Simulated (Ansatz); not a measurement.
## Levels of theory for Ga₄Sb₃As (ordering on wurtzite)

All numbers come from Ansatz. Simulation only: non-magnetic, and no claim that this is the phase found in nature.

The cell is Ga₄Sb₃As, ordered on the wurtzite lattice (P3m1) with 8 atoms a cell; cell and atoms were relaxed with r2SCAN. It is trigonal, P3m1 (No. 156); conventional cell a = 4.249 Å, c = 13.987 Å, 27.33 Å³ an atom. As is surrounded by 4 Ga at 2.47–2.56 Å; Sb is surrounded by 4 Ga at 2.63–2.66 Å; Sb is surrounded by 4 Ga at 2.63–2.65 Å; Sb is surrounded by 4 Ga at 2.62–2.67 Å; Ga is surrounded by 1 As at 2.47 Å and 3 Sb at 2.63 Å; Ga is surrounded by 4 Sb at 2.62–2.66 Å; Ga is surrounded by 4 Sb at 2.63–2.65 Å; Ga is surrounded by 3 As at 2.56 Å and 1 Sb at 2.67 Å.

```cif
data_structure
_symmetry_space_group_name_H-M 'P3m1'
_symmetry_Int_Tables_number 156
_cell_length_a 4.2488
_cell_length_b 4.2488
_cell_length_c 13.9869
_cell_angle_alpha 90.000
_cell_angle_beta 90.000
_cell_angle_gamma 120.000
_cell_volume 218.67
loop_
_atom_site_label
_atom_site_type_symbol
_atom_site_symmetry_multiplicity
_atom_site_Wyckoff_symbol
_atom_site_fract_x
_atom_site_fract_y
_atom_site_fract_z
_atom_site_occupancy
As1 As 1 c 0.66667 0.33333 0.99986 1
Sb1 Sb 1 c 0.66667 0.33333 0.49959 1
Sb2 Sb 1 b 0.33333 0.66667 0.75592 1
Sb3 Sb 1 b 0.33333 0.66667 0.24317 1
Ga1 Ga 1 c 0.66667 0.33333 0.82324 1
Ga2 Ga 1 c 0.66667 0.33333 0.30969 1
Ga3 Ga 1 b 0.33333 0.66667 0.56645 1
Ga4 Ga 1 b 0.33333 0.66667 0.05208 1
```

Relaxed lattice by functional, symmetry kept:
```
functional  k mesh  a (Å)   c (Å)  volume (Å³/atom)
       PBE   6×6×2  4.307  14.156             28.42
    r2SCAN   6×6×2  4.249  13.987             27.33
```

On this one geometry the levels give:
```tsv
level	k mesh	gap (eV)	kind	edges	least direct gap (eV)	rough cost
PBE	12×12×2	none (overlap 0.14)	–	–	–	2.5 core-minutes
PBE+SOC	12×12×2	0.10	indirect	Γ → A	0.15	13 core-minutes
r2SCAN	12×12×2	none (overlap 0.09)	–	–	–	2.9 core-minutes
```
All runs use a smearing of 0.02 eV.
Wave cutoffs: 420 eV, 500 eV (r2SCAN).
Costs come from shared machines and give only the order; PBE's includes the band path. The runs had 4 threads of Arm Neoverse V1 (shared host).

r2SCAN gives no gap: the lowest nominally empty band dips 0.09 eV below the top of the last filled one (its bottom at A, the top at Γ), so the cell is a metal or semimetal at this level. With PBE+SOC the valence top lies at Γ and the conduction bottom at A, 0.10 eV higher; the smallest vertical gap, at Γ–M (0.17 of the way from Γ), is 0.15 eV.

The levels disagree on the kind of gap: indirect with PBE+SOC; no gap with PBE, r2SCAN.

Only the levels marked +SOC include spin-orbit coupling.

Small gaps with spin-orbit coupling can be splittings of inverted bands, not the fundamental gap; semilocal functionals often invert bands that the real crystal keeps in order.
